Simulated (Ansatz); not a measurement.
Re (hcp, Mg type)

```
CELL_PARAMETERS angstrom
      2.75787     0.00000     0.00000
     -1.37894     2.38839     0.00000
      0.00000     0.00000     4.46284
ATOMIC_POSITIONS crystal
  Re 0.33333 0.66667 0.75000
  Re 0.66667 0.33333 0.25000
```

Equation-of-state scan: isotropic scaling of the cell above, V₀ being its volume. Symmetry pins the atoms to their sites.

Method: r2SCAN (plane waves to 500 eV, PAW, scalar-relativistic; Ansatz, a program for electronic structure). k mesh 20×20×11 (Γ-centred), Fermi-Dirac smearing 0.05 eV. Energies are smeared free energies. Stress and pressure are positive under compression. With the shape held, the modulus is that of even scaling; a crystal free to change shape is softer. Re is run without spin polarisation. Re was relaxed with its symmetry unable to fall. Spin-orbit coupling is left out, though Re is heavy. ΔE is measured from the relaxed starting cell. The last digit holds for this mesh only.

| V (Å³/atom) | ΔE (meV/atom) |
|---|---|
| 12.346 | 620.2 |
| 12.738 | 408.1 |
| 13.130 | 247.9 |
| 13.522 | 132.4 |
| 13.914 | withheld |
| 14.306 | 13.3 |
| 14.698 | 0.0 |
| 15.090 | 12.1 |
| 15.482 | 46.3 |
| 15.874 | 99.4 |
| 16.266 | 169.0 |
| 16.658 | 252.6 |
| 17.050 | 348.4 |

### Question
Fit a third-order Birch-Murnaghan form (E₀, V₀, B₀, B₀′ free) to the given rows and predict ΔE at V = 13.914.

### Answer
Least squares on the 12 given rows: ΔE = E₀ + (9V₀B₀/16)·y²·[2 + (B₀′ − 4)y], y = (V₀/V)^(2/3) − 1, with V₀ = 14.699 Å³/atom, B₀ = 386.9 GPa (160.2 GPa = 1 eV/Å³; the term in eV is multiplied by 1000), B₀′ = 4.34, E₀ = 0.31 meV/atom; root-mean-square residual 0.27 meV/atom. At 13.914 the fit gives 56.1 meV/atom; the calculation gives 56.0 meV/atom, so the interpolation is off by 0.1 (+0.2 %). For the pressure the fit gives 23.9 GPa against the computed 24.0 GPa.

(A scan under strain: stresses follow from slopes of the energy per volume, elastic moduli from its curvatures.)
